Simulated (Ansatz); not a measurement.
TiSi:
```
TiSi
1.0
    1.81540    -2.07897     0.00000
    1.81540     2.07897     0.00000
    0.00000     0.00000     3.81185
Ti Si
1 1
Cartesian
  1.81540   0.00000   0.00000
  0.00000   0.00000   1.90593
```

Relaxed with r²SCAN.

Map the valence electron density (e/Å³), cut off at 2 on the plane through (0.500, 0.500, 0.000) spanned by u = [1, 0, 0] and v = [0, 1, 1] in lattice vectors, from DFT-r²SCAN in the program Ansatz with PAW potentials.

x is the fraction of u, y of v (the angle between them is 95°; rows are the nearest grid lines); atoms in the plane: Ti at (0.00, 0.00), Si at (0.50, 0.50).
```
|99999310001399999|
|99998210001399999|
|99994100001269999|
|99841000000126999|
|54210000000012355|
|11000000000000111|
|00000000000000000|
|00000011111110000|
|00000111111111000|
|00001111111111000|
|00011100000111100|
|00011000000011100|
|00111000000011000|
|00111100000111000|
|00011111111110000|
|00011111111100000|
|00001111111000000|
|00000000000000000|
|11100000000000011|
|55321000000001245|
|99962100000014899|
|99996210000149999|
|99999310001289999|
|99999310001399999|
```
Scale: ten equal steps from 0.142 (start of '0') to 2.00 (end of '9'), in the order '0123456789'; x runs from 0.000 to 1.00, y from 0.000 (bottom) to 1.00 (top).

The density is the valence pseudo-density with augmentation charge, so density and ELF within about 1 Å of a nucleus are not all-electron values.

Space group Cmmm. The workflow started from a Materials Project entry (that database holds measured and hypothetical structures alike); the Crystallography Open Database copy checked does not list it. COD files the formula under space group No. 25, so this cell is another polymorph or a model. Its standing as an ambient phase is unchecked. The cell was relaxed with r²SCAN under the symmetry of its start; of distortions, only those at the zone centre were tested. No spin polarisation was allowed.

Potentials: the earlier of the program's two PAW sets.
